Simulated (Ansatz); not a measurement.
BaHfO₃:
```yaml
crystal:
  lattice:
    - [4.17711, 0.00000, 0.00000]
    - [0.00000, 4.17711, 0.00000]
    - [0.00000, 0.00000, 4.17711]
  atoms:
    - { symbol: Ba, position: [0.50000, 0.50000, 0.50000] }
    - { symbol: Hf, position: [0.00000, 0.00000, 0.00000] }
    - { symbol: O, position: [0.00000, 0.50000, 0.00000] }
    - { symbol: O, position: [0.50000, 0.00000, 0.00000] }
    - { symbol: O, position: [0.00000, 0.00000, 0.50000] }
```

Relaxed with r²SCAN.

Question: Map the electron localisation function on the plane through (0.500, 0.500, 0.500) spanned by u = [1, 0, 0] and v = [0, 1, 1] in lattice vectors, from plane-wave PAW r²SCAN (Ansatz code).

Answer: x is the fraction of u, y of v (the angle between them is 90°; rows are the nearest grid lines); atoms in the plane: Ba at (0.00, 0.00), Hf at (0.50, 0.50), O at (0.00, 0.50).
```
|0018998400000048998100|
|0038998300000038998300|
|7899984100000014899987|
|9999861000000001689999|
|9998620000000000268999|
|2210000000000000000122|
|0000000000000000000000|
|2211000000000000001122|
|6654200011221100024566|
|9998511478998741158999|
|8899612689999862169988|
|4689723799999973279864|
|4689723799999973279864|
|8899612689999862169988|
|9998511478998741158999|
|6654200011221100024566|
|2211000000000000001122|
|0000000000000000000000|
|2210000000000000000122|
|9998620000000000268999|
|9999861000000001689999|
|7899984100000014899987|
|0038998300000038998300|
|0018998400000048998100|
```
Scale: ten equal steps from 0.000 (start of '0') to 0.880 (end of '9'), in the order '0123456789'; x runs from 0.000 to 1.00, y from 0.000 (bottom) to 1.00 (top).

The density is the valence pseudo-density with augmentation charge, so density and ELF within about 1 Å of a nucleus are not all-electron values.

Space group Pm-3m (cubic perovskite). The r²SCAN relaxation kept the symmetry of its start; phonons on a q-mesh show no instability. No spin polarisation was allowed. Scalar-relativistic: spin–orbit coupling is off unless named, which matters more the heavier the elements.

Potentials: the later of the program's two PAW sets.
